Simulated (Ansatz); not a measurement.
A geometry of Ti away from equilibrium: step 3 of the relaxation of a generated trial cell of Ti in the AFLOW prototype A_tP12_96_ab (as in Si). Method: PBE (plane waves to 420 eV, PAW, scalar-relativistic; Ansatz, a program for electronic structure). Γ-centred k-mesh 5×5×4 on the run's cell (coarser than for final values), Fermi–Dirac smearing 0.05 eV. The plane waves were selected for a different cell earlier on the path.

```
CELL_PARAMETERS angstrom
      5.36820     0.00000     0.00000
      0.00000     5.36820     0.00000
      0.00000     0.00000     7.14841
ATOMIC_POSITIONS crystal
  Ti 0.10624 0.10624 0.00000
  Ti 0.60624 0.39376 0.25000
  Ti 0.39376 0.60624 0.75000
  Ti 0.89376 0.89376 0.50000
  Ti 0.16952 0.36909 0.32996
  Ti 0.66952 0.13091 0.92004
  Ti 0.33048 0.86909 0.42004
  Ti 0.83048 0.63091 0.82996
  Ti 0.63091 0.83048 0.17004
  Ti 0.13091 0.66952 0.07996
  Ti 0.86909 0.33048 0.57996
  Ti 0.36909 0.16952 0.67004
```

What forces act on the atoms (eV/Å)?


```
atom     Fx     Fy     Fz
----  -----  -----  -----
Ti1    1.20   1.20   0.00
Ti2    1.20  -1.20   0.00
Ti3   -1.20   1.20   0.00
Ti4   -1.20  -1.20   0.00
Ti5   -1.15  -0.41   0.97
Ti6   -1.15   0.41  -0.97
Ti7    1.15  -0.41  -0.97
Ti8    1.15   0.41   0.97
Ti9    0.41   1.15  -0.97
Ti10   0.41  -1.15   0.97
Ti11  -0.41   1.15   0.97
Ti12  -0.41  -1.15  -0.97
```

The path ends in P4₃2₁2 (No. 96). No spin polarisation in the result.

The run could not lose the symmetry of its start, so the end can be a saddle point.

The end of the path is a generated cell of Ti: the first start was made by placing the elements on the sites of a structure type, and the end was not matched to a known phase here, so it may be hypothetical. Known forms of Ti include space group No. 194.
